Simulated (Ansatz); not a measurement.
The start is a relaxed WC cell, doubled along one cell vector, shaken by Gaussian noise of σ = 0.08 Å a coordinate. A full variable-cell relaxation at zero pressure is run with r2SCAN (plane waves to 500 eV, PAW, scalar-relativistic; Ansatz, a first-principles code). The first steps use a coarse 5×3×7 k-mesh.

Starting cell:
```
WC
1.0
    5.24763     0.00000     0.00000
   -5.24763     9.08916     0.00000
    0.00000     0.00000     3.10174
W C
6 6
Direct
  0.51521   0.00184   0.96440
  0.51195   0.50429   0.00447
  0.52060   0.26139   0.05413
  0.50774   0.75994   0.04083
  0.00245   0.26153   0.01399
  0.97933   0.75812   0.00287
  0.00593   0.00038   0.01415
  0.01331   0.51128   0.98853
  0.33052   0.32193   0.48046
  0.34388   0.84051   0.50203
  0.67662   0.17487   0.54717
  0.66828   0.67636   0.49011
```

* **Largest initial force**: about 3.9 eV/Å, on C9 (atoms numbered as listed)
* **Volume change**: -15.5 %, from 12.33 to 10.42 Å³/atom
* **Relative to the parent**: It does not go back: it reaches P-6m2 (No. 187), AFLOW prototype AB_hP2_187_d_a (B_h, as in WC), 1.33 eV/atom below the parent
* **Shortest distances (start → end)**: The closest pairs of elements (up to four, under 3.6 Å), start → end: C–W 1.94 → 2.20 Å; W–W 2.49 → 2.84 Å; C–C 2.92 → 2.84 Å
* **Optimiser moves**: 37

It ends as:

```cif
data_CW
_chemical_formula_sum 'W1 C1'
_space_group_name_H-M_alt 'P-6m2'
_space_group_IT_number 187
_space_group_name_Hall 'P -6 2'
_cell_length_a 2.91216
_cell_length_b 2.91216
_cell_length_c 2.83622
_cell_angle_alpha 90.000
_cell_angle_beta 90.000
_cell_angle_gamma 120.000
loop_
_atom_site_label
_atom_site_type_symbol
_atom_site_symmetry_multiplicity
_atom_site_Wyckoff_symbol
_atom_site_fract_x
_atom_site_fract_y
_atom_site_fract_z
_atom_site_occupancy
W1 W 1 b 0.00000 0.00000 0.50000 1
C1 C 1 c 0.33333 0.66667 0.00000 1
```

Final values are on a 18×18×16 k-mesh of the relaxed cell. No spin polarisation in the result.

Of the parent cell (P6/mmm (No. 191)): it is a generated cell of WC: the first start was made by placing the elements on the sites of a structure type, and the end was not matched to a known phase here, so it may be hypothetical. Known forms of WC include space group No. 187.
